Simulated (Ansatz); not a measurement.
C:
```cif
data_C12
_chemical_formula_sum 'C12'
_space_group_name_H-M_alt 'R-3m :H'
_space_group_IT_number 166
_space_group_name_Hall '-R 3 2"'
_cell_length_a 2.44471
_cell_length_b 2.44471
_cell_length_c 20.81911
_cell_angle_alpha 90.000
_cell_angle_beta 90.000
_cell_angle_gamma 120.000
loop_
_atom_site_label
_atom_site_type_symbol
_atom_site_symmetry_multiplicity
_atom_site_Wyckoff_symbol
_atom_site_fract_x
_atom_site_fract_y
_atom_site_fract_z
_atom_site_occupancy
C1 C 6 c 0.00000 0.00000 0.08001 1
C2 C 6 c 0.00000 0.00000 0.25330 1
```
(The calculation used a cell of 4 atoms; values per cell refer to that cell.)

Relaxed with LDA.

Problem. Which orbitals make up the states near the Fermi level in the program Ansatz at the LDA level (PAW)?

Solution. Within 0.5 eV of the Fermi level: C 2p 99 %. Projections are on Löwdin-orthogonalised atomic valence shells; empty p or d shells of many metals are not among them.

Problem. Tabulate the density of states.

Solution. States/eV per cell of 4 atoms, in 0.25 eV bins, energy from the Fermi level.

```tsv
E (eV)	total	C 2p	C 2s
-7.85	1.14	1.01	0.11
-7.60	1.23	1.11	0.11
-7.35	1.35	1.24	0.10
-7.10	1.53	1.42	0.09
-6.85	1.58	1.49	0.08
-6.60	2.15	2.05	0.08
-6.35	2.10	2.03	0.06
-6.10	1.63	1.57	0.06
-5.85	1.42	1.37	0.04
-5.60	1.45	1.40	0.04
-5.35	1.34	1.29	0.04
-5.10	1.30	1.27	0.03
-4.85	1.26	1.23	0.02
-4.60	1.19	1.17	0.02
-4.35	1.17	1.15	0.02
-4.10	1.14	1.13	0.01
-3.85	1.12	1.10	0.01
-3.60	1.11	1.10	0.01
-3.35	1.11	1.11	0.00
-3.10	1.06	1.06	0.00
-2.85	0.82	0.82	0.00
-2.60	0.83	0.82	0.00
-2.35	0.80	0.79	0.00
-2.10	0.78	0.78	0.00
-1.85	0.57	0.57	0.00
-1.60	0.43	0.43	0.00
-1.35	0.34	0.34	0.00
-1.10	0.26	0.26	0.00
-0.85	0.20	0.20	0.00
-0.60	0.13	0.13	0.00
-0.35	0.08	0.08	0.00
-0.10	0.03	0.03	0.00
0.15	0.04	0.04	0.00
0.40	0.08	0.08	0.00
0.65	0.16	0.16	0.00
0.90	0.25	0.25	0.00
1.15	0.51	0.50	0.00
1.40	0.75	0.72	0.00
1.65	0.70	0.67	0.00
1.90	0.80	0.77	0.00
2.15	0.82	0.79	0.00
2.40	0.67	0.64	0.00
2.65	0.59	0.57	0.00
2.90	0.54	0.52	0.00
3.15	0.51	0.48	0.00
3.40	0.48	0.46	0.00
3.65	0.50	0.43	0.00
3.90	0.53	0.42	0.00
4.15	0.54	0.40	0.00
4.40	0.54	0.39	0.00
4.65	0.55	0.38	0.00
```

The workflow started from a Materials Project entry (that database holds measured and hypothetical structures alike); the Crystallography Open Database files this formula in space group No. 166, but the cells were not matched. It is not the phase usual at ambient conditions (space group No. 194, 227). Symmetry was held in the LDA relaxation; whether a distortion lowers the energy is not shown. A crystal of weakly bound layers computed without a dispersion correction: the cell and the soft elastic constants depend strongly on that.

Potentials: the later of the program's two PAW sets.
